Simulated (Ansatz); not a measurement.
Given:

ScBeNO:
```
ScBeNO
1.0
    3.23745     0.00000     0.00000
   -1.61872     2.80371     0.00000
    0.00000     0.00000     4.73234
Sc Be O N
1 1 1 1
Direct
  0.33333   0.66667   0.52122
  0.66667   0.33333   0.98874
  0.33333   0.66667   0.08959
  0.66667   0.33333   0.65044
```

This is the LDA-relaxed structure.

Question: All from plane-wave PAW LDA (Ansatz code), unless another level is named. Estimate the Born charges (a third of the trace).

Answer: Sc +3.15, Be +2.01, O -2.21, N -2.96 e.

Question: Next, the electronic dielectric constant ε∞ (DFPT)?

Answer: 5.47 (xx = yy), 4.58 (zz).

Question: Next, the largest static χ(2) component?

Answer: 45 pm/V.

Space group P3m1. The start of the workflow was typed in or built on a structure type; neither database checked (COD, Materials Project) lists it. Whether it is the stable phase at ambient conditions was not checked. Symmetry was held in the LDA relaxation. At this level the phase is dynamically unstable (imaginary phonons). No spin polarisation was allowed. The volume moved by -25 % from the start of the relaxation.

Potentials: the earlier of the program's two PAW sets. The files were generated under PBE; for other functionals the program regenerates the frozen cores, and for LDA and PBEsol the local potential too.
